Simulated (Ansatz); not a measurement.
Values for one crystal, relaxed and computed with the program Ansatz at the PBEsol level (PAW); other levels are named.

| Quantity | Result |
|---|---|
| Volume per atom | 15.82 Å³ |
| Electronic character | metallic (no gap) |
| Mechanical stability | stable (all eigenvalues of C positive) |
| Bulk modulus (Birch–Murnaghan fit) | 163 GPa |
| Formation energy from the elements (no fitted shifts) | -0.32 eV/atom |
| Young's modulus | 283 GPa |
| Poisson's ratio | 0.21 |

**Question.** Which of these materials gives this?
(A) TaSe2, P6_3/mmc (Ta on 2c, Se on 4f)
(B) SnGe, CsCl type
(C) TaGe2, P6_222 (Ge on 6j, Ta on 3d)
(D) GeS2, rutile

**Answer.** C, TaGe2, P6_222 (Ge on 6j, Ta on 3d)

The workflow started from an entry of the Crystallography Open Database (COD). Whether it is the stable phase at ambient conditions was not checked. The cell was relaxed with PBEsol under the symmetry of its start; its stability against distortions is not shown here. No spin polarisation was allowed. The references are the lowest solids computed at this level, not always the standard phases. Scalar-relativistic: spin–orbit coupling is off unless named, which matters more the heavier the elements.

Potentials: the later of the program's two PAW sets.
